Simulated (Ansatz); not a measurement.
AgCl (rock salt, Fm-3m) under volume change, PBE in the plane-wave PAW code Ansatz, scaled uniformly.

```json
[
 {"V (Å³/atom)": "20.100", "E − E(relaxed) (meV/atom)": "28.5", "P (GPa)": "5.07"},
 {"V (Å³/atom)": "20.762", "E − E(relaxed) (meV/atom)": "11.8", "P (GPa)": "3.05"},
 {"V (Å³/atom)": "21.425", "E − E(relaxed) (meV/atom)": "___", "P (GPa)": "___"},
 {"V (Å³/atom)": "22.088", "E − E(relaxed) (meV/atom)": "0.0", "P (GPa)": "0.00"},
 {"V (Å³/atom)": "22.750", "E − E(relaxed) (meV/atom)": "2.4", "P (GPa)": "-1.14"},
 {"V (Å³/atom)": "23.413", "E − E(relaxed) (meV/atom)": "9.2", "P (GPa)": "-2.09"},
 {"V (Å³/atom)": "24.075", "E − E(relaxed) (meV/atom)": "___", "P (GPa)": "___"}
]
```

Task: Complete the blanks.

Result: 
- 24.075, E − E(relaxed) (meV/atom): 19.5
- 24.075, P (GPa): -2.88
- 21.425, E − E(relaxed) (meV/atom): 2.8
- 21.425, P (GPa): 1.38

Task: What does a third-order Birch–Murnaghan fit give for V₀, B₀ and B′?

Result: V₀ = 22.09 Å³/atom, B₀ = 41.9 GPa, B′ = 5.3.

Symmetry was held in the PBE relaxation. The run is not spin-polarised.

Potentials: the later of the program's two PAW sets.
